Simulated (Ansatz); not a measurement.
A: SiC (6H type, space group P6_3mc), a = 3.0950 Å, b = 3.0950 Å, c = 15.1865 Å, α = 90.00°, β = 90.00°, γ = 120.00°
B: Ru (hcp, Mg type), a = b = 2.722 Å, c = 4.291 Å, α = β = 90.00°, γ = 120.00°
C: ZnCu₂SnS₄ (kesterite type, space group I-4), a = b = 5.4685 Å, c = 10.9351 Å, α = β = γ = 90.00°

Scan: energy against volume (even scaling of the relaxed cell, symmetry kept). All come from one method, each on a k mesh of its own. All were relaxed with their symmetry unable to fall. At this level the bands of ZnCu2SnS4 touch or barely overlap; measurements give the solid a gap. Ru is run without spin polarisation. The PAW data are Ansatz's earlier set. ZnCu2SnS4 is run without spin polarisation.

Problem. Order them by bulk modulus at fixed cell shape (fitted) (highest first) at the level PBE (plane waves to 420 eV, PAW, scalar-relativistic; Ansatz, an electronic-structure program).

Solution. B (312 GPa), A (213 GPa), C (68.0 GPa)

(Under strain, the slope of the energy per volume gives the stress and its curvature an elastic modulus.)
